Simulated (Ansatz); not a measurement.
Ru$_{2}$S$_{3}$: vibrational free energy, entropy and heat capacity

The calculation used DFT PBE, scalar-relativistic, plane waves, PAW in Ansatz 0.2.0. Cutoff 420 eV, 12×12×4 k-points (Γ-centred), Gaussian smearing of 0.10 eV. No spin polarisation. Phonons by linear response, acoustic sum rule imposed.

The cell, relaxed at this level:
Space group P-6m2 (No. 187). a = 3.564 Å, b = 3.564 Å, c = 7.437 Å, α = 90.00°, β = 90.00°, γ = 120.00°
| atom | site | symmetry | x | y | z |
| --- | --- | --- | --- | --- | --- |
| Ru | 2g | 3m. | 0.0000 | 0.0000 | 0.2979 |
| S | 2i | 3m. | 0.6667 | 0.3333 | 0.1661 |
| S | 1d | -6m2 | 0.3333 | 0.6667 | 0.5000 |

The cell was found from a structure generator's guess, not taken from experiment. In a metal, frequencies and elastic constants depend on the k mesh and the smearing, soft modes and shear constants most. The q mesh is coarse, so values between its points are rough.

Force constants from linear response on a 2×2×1 q mesh, interpolated to a fine mesh.

Phonon density of states, in bins of 10 cm⁻¹:
bin centre (cm⁻¹), share of modes (%) and a bar:
```
        5        0.0
       15        0.0
       25        0.1 #
       35        0.3 #
       45        0.4 ##
       55        0.7 ###
       65        1.1 #####
       75        1.4 #######
       85        1.8 #########
       95        2.3 ###########
      105        3.3 ################
      115        3.8 ###################
      125        4.3 #####################
      135        4.6 ######################
      145        2.9 ##############
      155        2.6 ############
      165        3.4 #################
      175        4.3 #####################
      185        2.5 ############
      195        0.0
      205        1.7 ########
      215        4.8 #######################
      225        0.2 #
      235        0.0
      245        0.0
      255        1.2 ######
      265        3.9 ###################
      275        3.5 #################
      285        2.9 ##############
      295        3.1 ###############
      305        3.6 ##################
      315        0.5 ###
      325        2.6 #############
      335        3.3 ################
      345        3.8 ###################
      355        5.8 ############################
      365        6.2 ##############################
      375        3.6 ##################
      385        5.9 #############################
      395        2.8 ##############
      405        0.6 ###
```

Question: How much zero-point energy does an atom carry?

Answer: 45.5 meV.

Question: How large are the vibrational entropy and heat capacity at 300 K?

Answer: S = 3.07 k_B and C_V = 2.64 k_B per atom, 88 % of the Dulong–Petit value.

Question: Tabulate them against temperature.

Answer:
| T (K) | F_vib (meV/atom) | S (k_B/atom) | C_V (k_B/atom) |
| --- | --- | --- | --- |
| 100 | 43.1 | 0.81 | 1.32 |
| 200 | 30.6 | 2.07 | 2.28 |
| 300 | 8.3 | 3.07 | 2.64 |
| 400 | -21.7 | 3.85 | 2.79 |
| 500 | -57.8 | 4.49 | 2.86 |
| 600 | -98.7 | 5.01 | 2.90 |
| 700 | -143.9 | 5.46 | 2.93 |
| 800 | -192.7 | 5.85 | 2.94 |
| 900 | -244.6 | 6.20 | 2.96 |
| 1000 | -299.4 | 6.51 | 2.96 |
